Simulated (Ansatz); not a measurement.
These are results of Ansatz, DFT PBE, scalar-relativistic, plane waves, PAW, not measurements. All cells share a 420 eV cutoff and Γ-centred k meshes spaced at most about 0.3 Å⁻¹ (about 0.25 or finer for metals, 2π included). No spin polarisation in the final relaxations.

Temperature and zero-point effects are left out. All come from trial cells, and lower structures may exist.

Question: Which of these relaxed structures of Cd5HgO6 is the lowest in energy?
A.

```xyz
12
Lattice="2.9633 -1.7104 0.0000 2.9633 1.7104 0.0000 -2.0799 0.0000 17.2479" Properties=species:S:1:pos:R:3 pbc="T T T"
Cd   -0.1037    0.0000   11.8170
Cd    3.9505    0.0000    5.4309
Cd    1.9776    0.0000    2.7137
Cd    0.0000    0.0000    0.0000
Cd    1.8691    0.0000   14.5342
Hg    1.9234    0.0000    8.6239
O     1.8742    0.0000   10.6190
O     1.9726    0.0000    6.6289
O     0.0034    0.0000    4.0654
O     3.9529    0.0000    1.3552
O    -0.1062    0.0000   15.8926
O     3.8434    0.0000   13.1825
```

B.

```xyz
12
Lattice="2.3898 -7.2483 0.0000 2.3898 7.2483 0.0000 0.0000 0.0000 4.7757" Properties=species:S:1:pos:R:3 pbc="T T T"
Cd    2.3898   -4.8124    0.0000
Cd    2.3898    4.8124    0.0000
Cd    2.3898    0.0000    0.0000
Cd    2.3898    2.4101    2.3878
Cd    2.3898   -2.4101    2.3878
Hg    0.0000    0.0000    2.3878
O     2.3898    4.7593    2.3878
O     2.3898    0.0000    2.3878
O     2.3898   -4.7593    2.3878
O     2.3898   -2.3880    0.0000
O     0.0000    0.0000    0.0000
O     2.3898    2.3880    0.0000
```

Answer: A. It has space group C2/m (No. 12); the next, B, with Cd and Hg ordered on rock salt sites, space group Cmmm (No. 65), lies 41 meV/atom higher. Counting O atoms around Cd and Hg (those within 1.25 times the shortest such distance or 1.15 times the sum of covalent radii, 1.27 where that leaves under three; the shortest distance is added where it exceeds 1.18 times the sum of covalent radii), the lowest has Cd 6, Hg 2 and the next has Cd 6, Hg 6 from 2.4 Å.

Spin–orbit coupling, which can matter for Hg, is left out. Some candidate types were left out of the draw beforehand, so a known form may be missing.
